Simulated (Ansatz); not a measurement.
## Compressing Sc3Al: a fit and a missing row

Sc3Al, Pm-3m, a = 4.427 Å. The structure is a Materials Project entry; whether it is the stable form wasn't checked. Ansatz: r2SCAN, PAW, 500 eV, Γ-centred 10×10×10 mesh on 4 atoms, Gaussian smearing 0.10 eV; no spin polarisation. Symmetry fixes shape and atoms, so the cell is only scaled; pressure is positive in compression.

```tsv
V (Å³/atom)	P (GPa)
19.086	10.48
19.737	7.29
20.388	4.51
21.038	?
21.689	0.00
22.340	-1.81
22.990	-3.40
23.858	-5.22
```

**Question.** Take V0 = 21.689 Å³/atom, fit the third-order Birch–Murnaghan form to the other rows, and predict the missing pressure.

**Answer.** With the Eulerian strain f = ½[(V0/V)^(2/3) − 1] and y = P/[3f(1 + 2f)^(5/2)], the form is the line y = B0 + 1.5 B0 (B0′ − 4) f. Rows (f, y): 0.04449, 63.4; 0.03245, 64.0; 0.02105, 64.4; -0.00976, 64.9; -0.01905, 65.6; -0.03078, 66.3. Means f = 0.006400, y = 64.767; Σ(Δf)² = 0.004635, ΣΔfΔy = -0.1578; the slope is their ratio. y = 64.98 − 34.04 f GPa, so B0 = 65.0 GPa and B0′ = 4 + 2 × (-34.04)/(3 × 64.98) = 3.65. At V = 21.038, f = 0.01026, y = 64.63 and P = 2.09 GPa. The run gave 2.09 GPa, the same to the digits shown.